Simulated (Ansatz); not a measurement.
Q: Each is relaxed and computed with r²SCAN (plane waves, PAW; program Ansatz). Which is the only metal?
(A) Hf2P2O9, C2/m (Pearson symbol mS52)
(B) HfMnF6, Fm-3m (Hf on 4b, Mn on 4a, F on 24e)
(C) Hf3Ge2, P4/mbm (Hf on 2a, Hf on 4h, Ge on 4g)
(D) HfSiO4, I4_1/amd (Hf on 4a, Si on 4b, O on 16h)

A: C, Hf3Ge2, P4/mbm (Hf on 2a, Hf on 4h, Ge on 4g). Hf3Ge2: metal; HfMnF6: gap 3.96 eV (indirect); Hf2P2O9: gap 5.58 eV (indirect); HfSiO4: gap 6.00 eV (indirect). Spin orders computed, not proven ground states: HfMnF6, Fm-3m (Hf on 4b, Mn on 4a, F on 24e) ferromagnetic. Standing as an ambient phase not checked: Hf3Ge2, P4/mbm (Hf on 2a, Hf on 4h, Ge on 4g); HfMnF6, Fm-3m (Hf on 4b, Mn on 4a, F on 24e); Hf2P2O9, C2/m (Pearson symbol mS52). All cells were relaxed under the symmetry of their starts (and spin orders); stability against distortions was not tested throughout. Rows with no word on spin ran without spin polarisation. No Hubbard U is applied. Scalar-relativistic: spin–orbit coupling is off unless named, which matters more the heavier the elements.

Potentials: the later of the program's two PAW sets.
